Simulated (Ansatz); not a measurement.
## Chalcopyrite alloy of ZnSiP2 and CdSiP2 (2 of 16 Zn sites exchanged), 64 atoms

Theory: DFT, PBEsol, PAW, plane waves (Ansatz).

Command:

```sh
ansatz run in.yaml --threads 8 --pin off --max-ram 118750MiB --runs-dir r --events-out ev --progress --plain --backend cuda --devices 0,
```

The input less its lattice and atoms:

```yaml
crystal:
  symmetry: { detect: false }
kpoints:
  mp_grid: { grid: [1, 1, 1], shift: [0.25, 0.25, 0.25] }
hamiltonian:
  xc: pbesol
scf:
  occupations: { method: fermi_dirac, width: 0.01 }
relax:
  f_tol: 0.03
  max_steps: 80
  escape_saddle: false
  adjacent_minimum: "off"
  cell: { fix: [alpha, beta, gamma] }
output:
  forces: true
  eigenvalues: true
  populations: true
```

Start:

```xyz
64
Lattice="10.7748 -0.0001 0.0000 -0.0001 10.7748 0.0000 0.0000 0.0000 10.4518" Properties=species:S:1:pos:R:3 pbc="T T T"
Zn    0.0112    0.0228    0.0139
Zn    0.0062    5.3344    0.0150
Zn    5.3824    5.4206   10.4272
Zn   10.7671    2.7209    2.5949
Zn    5.3926    2.6750    2.5936
Zn    5.4078    8.0774    2.5970
Zn    2.7118   10.7490    7.8691
Zn    2.7165    5.4095    7.8391
Zn    8.1164    0.0235    7.8479
Zn    8.0614    5.4140    7.8566
Zn    2.6910    2.6876    5.2161
Zn    2.7216    8.1121    5.1951
Zn    8.0715    2.7047    5.2240
Zn    8.0860    8.0740    5.2112
Cd    5.3829    0.0168   10.4430
Cd   10.7674    8.0747    2.6117
Si   10.7628    0.0283    5.1940
Si    0.0067    5.4135    5.2330
Si    5.3916    0.0286    5.2570
Si    5.4296    5.3789    5.1834
Si    2.6999    0.0223    2.5955
Si    2.6961    5.3862    2.6387
Si    8.1089   10.7530    2.5983
Si    8.0673    5.3930    2.5947
Si    2.6726    2.6619   10.4182
Si    2.6760    8.0958   10.4366
Si    8.1074    2.6928    0.0405
Si    8.0317    8.0994    0.0198
Si   10.7583    2.7019    7.8106
Si   10.7725    8.0915    7.8296
Si    5.3709    2.7304    7.8226
Si    5.4031    8.0772    7.8395
P     1.4128    1.3484    1.3349
P     1.4391    6.7315    1.3171
P     6.7979    1.3340    1.2760
P     6.8682    6.7350    1.2979
P     1.2461    1.3571    6.5313
P     1.2584    6.7751    6.5204
P     6.6308    1.3484    6.5229
P     6.6325    6.7692    6.5557
P     3.9647    4.0416    1.2900
P     3.9734    9.4360    1.2928
P     9.3277    4.0561    1.3034
P     9.3160    9.4128    1.2870
P     4.0510    1.2462    3.9201
P     4.0606    6.6483    3.8983
P     9.4047    1.2546    3.8889
P     9.4258    6.6191    3.9237
P     1.3606    4.1000    3.9624
P     1.3370    9.5143    3.8985
P     6.7368    4.1340    3.9313
P     6.7473    9.5110    3.9035
P     1.3652    3.9548    9.1174
P     1.3686    9.3707    9.1140
P     6.7501    3.9261    9.1291
P     6.7456    9.3244    9.1133
P     4.0960    4.0266    6.5236
P     4.1389    9.3848    6.5261
P     9.5004    4.0572    6.5074
P     9.5262    9.4309    6.5834
P     4.0156    1.4470    9.1403
P     4.0496    6.8105    9.1211
P     9.4247    1.4415    9.1658
P     9.4224    6.8476    9.1414
```

Steps:

```csv
step,energy less the first (eV),largest force component (eV/Å),pressure (GPa)
start,0.000,1.507,0.42
1,-1.091,0.352,-0.16
2,-1.204,0.068,0.01
3,-1.207,0.004,0.00
4,-1.208,0.004,0.00
```

A structure on the way, about -1.09 eV from the start:

```xyz
64
Lattice="10.7757 -0.0001 0.0000 -0.0001 10.7768 0.0000 0.0000 0.0000 10.4808" Properties=species:S:1:pos:R:3 pbc="T T T"
Zn    0.0170    0.0357   10.4698
Zn   10.7700    5.3353   10.4705
Zn    5.3726    5.4078   10.4636
Zn    0.0058    2.7124    2.6139
Zn    5.3847    2.7014    2.6298
Zn    5.3932    8.0637    2.6404
Zn    2.6781   10.7458    7.8757
Zn    2.7138    5.4010    7.8545
Zn    8.1210    0.0117    7.8496
Zn    8.0794    5.3999    7.8742
Zn    2.6876    2.7125    5.2364
Zn    2.7227    8.0979    5.2571
Zn    8.0690    2.7055    5.2484
Zn    8.0649    8.0791    5.2487
Cd    5.3827    0.0216    0.0046
Cd   10.7757    8.0817    2.6249
Si    0.0079    0.0448    5.2524
Si    0.0025    5.3675    5.2637
Si    5.3987    0.0191    5.2503
Si    5.4012    5.3875    5.2107
Si    2.7013    0.0389    2.6328
Si    2.7237    5.3675    2.6154
Si    8.0965    0.0139    2.6421
Si    8.0606    5.3848    2.6061
Si    2.6742    2.7102   10.4448
Si    2.6907    8.0627   10.4510
Si    8.1085    2.7224   10.4741
Si    8.0738    8.0673   10.4579
Si    0.0002    2.7043    7.8407
Si   10.7701    8.0898    7.8348
Si    5.3826    2.7422    7.8289
Si    5.3942    8.0580    7.8167
P     1.4336    1.3640    1.3136
P     1.4774    6.6592    1.2511
P     6.8714    1.4191    1.3529
P     6.8309    6.7382    1.2970
P     1.2718    1.3666    6.5570
P     1.2568    6.7373    6.5422
P     6.6418    1.3459    6.5498
P     6.6516    6.7174    6.5498
P     3.9725    4.0268    1.2897
P     3.8999    9.3702    1.3641
P     9.3412    4.0459    1.3130
P     9.2750    9.4862    1.2388
P     4.0451    1.2778    3.9488
P     4.0323    6.6444    3.9266
P     9.4257    1.2760    3.9360
P     9.3702    6.5764    3.9969
P     1.3617    4.1237    3.9375
P     1.3988    9.5724    3.9949
P     6.7320    4.1302    3.9387
P     6.7421    9.5108    3.9271
P     1.3468    3.9710    9.1371
P     1.3447    9.3408    9.1596
P     6.7327    3.9618    9.1539
P     6.7754    9.2790    9.0856
P     4.1102    4.0511    6.5283
P     4.1329    9.4305    6.5477
P     9.4948    4.0355    6.5530
P     9.5197    9.4358    6.5497
P     3.9708    1.4943    9.0911
P     4.0547    6.8077    9.1397
P     9.4320    1.4444    9.1657
P     9.4519    6.8154    9.1540
```

End:

```xyz
64
Lattice="10.7718 -0.0001 0.0000 -0.0001 10.7749 0.0000 0.0000 0.0000 10.4634" Properties=species:S:1:pos:R:3 pbc="T T T"
Zn    0.0079    0.0229   10.4444
Zn   10.7479    5.3748   10.4428
Zn    5.3851    5.3926   10.4606
Zn    0.0074    2.6903    2.6176
Zn    5.3711    2.7105    2.6364
Zn    5.4034    8.0635    2.6361
Zn    2.6778   10.7512    7.8278
Zn    2.6946    5.3904    7.8474
Zn    8.1010    0.0089    7.8341
Zn    8.0812    5.3840    7.8401
Zn    2.6883    2.7017    5.2389
Zn    2.7093    8.0690    5.2468
Zn    8.0720    2.6960    5.2317
Zn    8.0570    8.1019    5.2532
Cd    5.3896    0.0140    0.0104
Cd    0.0163    8.0937    2.6283
Si    0.0070    0.0341    5.2498
Si    0.0002    5.3719    5.2344
Si    5.3933    0.0090    5.2251
Si    5.3913    5.3898    5.2143
Si    2.7023    0.0331    2.6263
Si    2.7193    5.3691    2.5996
Si    8.0828    0.0328    2.6154
Si    8.0613    5.3713    2.6125
Si    2.6761    2.7243   10.4441
Si    2.6940    8.0586   10.4451
Si    8.1105    2.7293   10.4574
Si    8.0848    8.0615   10.4324
Si    0.0046    2.7040    7.8452
Si    0.0063    8.0858    7.8351
Si    5.3854    2.7220    7.8249
Si    5.3890    8.0671    7.8136
P     1.4328    1.3541    1.2944
P     1.4779    6.6390    1.2261
P     6.8800    1.4568    1.3768
P     6.8167    6.7335    1.3006
P     1.2644    1.3565    6.5490
P     1.2621    6.7277    6.5283
P     6.6489    1.3460    6.5417
P     6.6458    6.7185    6.5241
P     3.9732    4.0225    1.2945
P     3.8831    9.3470    1.3806
P     9.3615    4.0532    1.3119
P     9.2713    9.4959    1.2237
P     4.0478    1.2843    3.9261
P     4.0370    6.6457    3.9173
P     9.4302    1.2704    3.9275
P     9.3418    6.5860    3.9911
P     1.3508    4.1227    3.9130
P     1.4240    9.6000    4.0120
P     6.7177    4.1097    3.9196
P     6.7358    9.5229    3.9119
P     1.3244    3.9794    9.1440
P     1.3412    9.3391    9.1551
P     6.7300    3.9653    9.1502
P     6.7867    9.2753    9.0658
P     4.1224    4.0581    6.5231
P     4.1295    9.4275    6.5301
P     9.5087    4.0301    6.5374
P     9.5176    9.4345    6.5273
P     3.9593    1.4980    9.0671
P     4.0508    6.8192    9.1388
P     9.4282    1.4418    9.1453
P     9.4385    6.8059    9.1383
```

Self-consistency was reached.

Time: 9.9 s of wall time on one NVIDIA GB300 with 8 processor threads, on a host shared with other runs; peak host memory 2.1 GiB.

Q: How much energy did the relaxation gain, and which atom moved most?

A: 1.21 eV in 4 steps, from a start with small random displacements; atom 35 (P) moved 0.18 Å, the median atom 0.04 Å (drift of the whole cell removed).
